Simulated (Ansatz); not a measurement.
The end point of a relaxation of AlRu. These are PBEsol (plane waves to 420 eV, PAW, scalar-relativistic; Ansatz, a first-principles code) values and carry that method's errors.

```cif
data_AlRu
_chemical_formula_sum 'Ru1 Al1'
_space_group_name_H-M_alt 'P 1'
_space_group_IT_number 1
_cell_length_a 2.97627
_cell_length_b 2.97627
_cell_length_c 2.97627
_cell_angle_alpha 90.000
_cell_angle_beta 90.000
_cell_angle_gamma 90.000
loop_
_space_group_symop_operation_xyz
  'x, y, z'
loop_
_atom_site_label
_atom_site_type_symbol
_atom_site_fract_x
_atom_site_fract_y
_atom_site_fract_z
_atom_site_occupancy
Ru1 Ru 0.00000 0.00000 0.00000 1
Al1 Al 0.50000 0.50000 0.50000 1
```

Problem. Find the space group and the Wyckoff positions (tolerance 0.01 Å).

Solution. Space group Pm-3m (No. 221); a = b = c = 2.976 Å, α = β = γ = 90.00°

| atom | site | symmetry | x | y | z |
|---|---|---|---|---|---|
| Ru | 1a | m-3m | 0.0000 | 0.0000 | 0.0000 |
| Al | 1b | m-3m | 0.5000 | 0.5000 | 0.5000 |

This is the CsCl type.

Problem. Give the shortest distances between elements (the closest pairs, up to four, under 3.6 Å).

Solution. Al–Ru 2.58 Å; Ru–Ru 2.98 Å; Al–Al 2.98 Å.

```yaml
volume_per_atom: 13.18 Å³
band_gap: no gap (metallic)
```

No spin polarisation in the result.

The run could not lose the symmetry of its start.
